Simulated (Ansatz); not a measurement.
FePO₄ in space group Cmcm (No. 63; Fe on 4a, P on 4c, O on 8f, O on 8g), r²SCAN (plane waves, PAW; program Ansatz), all energies at zero smearing, with the estimated change up to a 700 eV cutoff added, with one set of potentials and settings (totals compare only within such a set). Cell of 12 atoms (2 Fe, 2 P, 8 O): -15043.238 eV.

| element | reference phase | E (eV/atom) |
|---|---|---|
| Fe | Im-3m, 1 atoms in the cell, spin-polarised | -4485.8961 |
| P | Cmce, 4 atoms in the cell | -759.1646 |
| O | C2/m, 4 atoms in the cell, spin-polarised | -566.0281 |

Formation energy per atom, worked out: (-15043.238 − 2×(-4485.8961) − 2×(-759.1646) − 8×(-566.0281))/12 = -2.074 eV/atom (-200 kJ per mol of atoms), at 0 K, without zero-point energy or fitted corrections.

The first step of the workflow began from a Materials Project structure, measured or hypothetical; the Crystallography Open Database copy checked does not list it. COD files the formula under space group No. 14, 61, 62, 152. Its standing as an ambient phase is unchecked. Symmetry was held in the r²SCAN relaxation, as lowered by the spin order; whether a distortion lowers the energy is not shown. Magnetic state: antiferromagnetic, chosen from 2 collinear starts compared on coarse meshes (ties went to the first, and starts can fall back to one state), not a proven ground state. Other orbital occupations within this spin state were not tried. No Hubbard U is applied. The references are the lowest solids computed at this level, not always the standard phases (solids in place of the gases).

Potentials: the later of the program's two PAW sets.
